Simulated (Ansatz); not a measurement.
## YIn squeezed and stretched

A database entry relaxed whole under r2SCAN (Pm-3m):

```xyz
2
Lattice="3.7590 0.0000 0.0000 0.0000 3.7590 0.0000 0.0000 0.0000 3.7590" Properties=species:S:1:pos:R:3 pbc="T T T"
Y     1.8795    1.8795    1.8795
In    0.0000    0.0000    0.0000
```

The cell was scaled uniformly, its shape held, and the atoms relaxed at each volume with plane-wave PAW DFT (Ansatz 0.2.0; r2SCAN, 500 eV, 9×9×9 Γ-centred mesh, fermi-dirac occupations of width 0.100 eV; no spin, no spin-orbit coupling). One row is withheld.

| volume (Å³/atom) | energy over the lowest (meV/atom) | pressure (GPa) |
| --- | --- | --- |
| 24.964 | 19.0 | 4.20 |
| 25.495 | 7.8 | 2.63 |
| 26.026 | 1.7 | 1.22 |
| 26.557 | 0.0 | -0.06 |
| 27.088 | 2.4 | -1.21 |
| 27.620 | ? | ? |
| 28.151 | 17.7 | -3.18 |

Question: Fit the pressures of the other rows to the third-order Birch-Murnaghan form.

Answer: With f = [(V₀/V)^(2/3) − 1]/2 and P = 3B₀f(1 + 2f)^(5/2)[1 + 3(B₀′ − 4)f/2], least squares gives V₀ = 26.53 Å³ an atom, B₀ = 60.8 GPa and B₀′ = 4.2; the rows miss the fit by less than 0.01 GPa. The slope of the energies differs from these pressures by 0.09 GPa, since they are taken to zero smearing while pressures follow the free energy.

Question: What does the withheld row hold?

Answer: The fit gives -2.25 GPa at 27.620 Å³; the run gave -2.25 GPa and 8.4 meV an atom.

Caveats: the shape of the cell was held; 0 K, fixed nuclei; the symmetry was kept, and this need not be the phase that is stable at 0 K; one mesh for all volumes; pressure is positive in compression.
